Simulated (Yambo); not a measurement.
Li$_{3}$VS$_{4}$ (space group P-43m, No. 215), G0W0@LDA in Yambo with this input:

```
rim_cut
gw0
dyson
el_el_corr
HF_and_locXC
ppa
em1d
RandQpts= 1000000
RandGvec= 1 Ry
EXXRLvcs= 84 Ry
VXCRLvcs= 336 Ry
Chimod= "HARTREE"
% BndsRnXp
 5 | 288 |
%
NGsBlkXp= 7 Ry
% LongDrXp
 1.0 | 1.0 | 1.0 |
%
PPAPntXp= 27.2114 eV
% GbndRnge
 1 | 288 |
%
GTermKind= "BG"
DysSolver= "n"
ExtendOut
```

On a 2×2×2 mesh, with wavefunctions cut at 84 Ry, the gap (M → Γ) is 4.345 eV and the valence edge shifts by -1.120 eV.

Problem. What happens with this change: 128 bands in W?

Solution. The gap falls by 0.038 eV, to 4.307 eV; the shift of the valence edge becomes -0.980 eV. Neither run is shown to be the converged limit.

Geometry of the Materials Project entry, not relaxed at this level; primitive cell a = 5.933 Å, b = 5.933 Å, c = 5.933 Å, α = 90.00°, β = 90.00°, γ = 90.00°.

The structure is a Materials Project entry; no match was found in the copy of COD used, and its stability was not checked.

The runs are not spin-polarised; magnetic order was not tried.

A shift is the quasiparticle energy of the state minus its LDA energy.
